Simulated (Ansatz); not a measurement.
# SrB$_{4}$, a known structure type with other elements, at an estimated volume

```
Sr B
1.0
     0.00000    3.68820    0.00000
     3.68820    0.00000    0.00000
     1.84410    1.84410   -4.46488
Sr B
1 4
Direct
  0.00000 0.00000 0.00000
  0.38000 0.38000 0.24000
  0.62000 0.62000 0.76000
  0.75000 0.25000 0.50000
  0.25000 0.75000 0.50000
```

Level: PBEsol, no spin polarisation; 420 eV; 10×10×10 Γ-centred mesh; fermi-dirac occupations (width 0.1 eV); Ansatz 0.2.0, fixed geometry.

Q: Is it stable against the elements?

A: 0.62 eV an atom against the elements' usual phases (free molecules for gases, crystals otherwise, with no correction for O₂ or N₂), so at this geometry it isn't bound against them. Relaxing would lower it.

Q: Where is the largest force?

A: The largest is on B2 (and as large on other atoms): 1.33 eV/Å, components (0.00, 0.00, -1.33). It makes 180° with the line to a nearest neighbour, B3 at 2.14 Å, pointing away from it.

Q: Metal or insulator?

A: It is a metal, with about 0.56 states/eV a cell as the mean within 0.25 eV of the Fermi level, mostly B p (70 %) and B s (23 %).

Q: What do density and ELF say about some of the short contacts?

A: B–B at 2.14 Å: least valence density 0.50 e/Å³ and ELF 0.92 there. Sr–B at 2.82 Å: least valence density 0.16 e/Å³ and ELF 0.12 there. Both are smooth PAW fields, read partly inside the augmentation spheres.

Q: How is the charge shared?

A: Bader charges in e: Sr +1.28, B -0.41 to -0.23. In the mean Sr gives up most and B takes most.

Origin: a known structure type with other elements, at an estimated volume, so it need not be a known compound. Caveats: atoms or cell far from equilibrium.
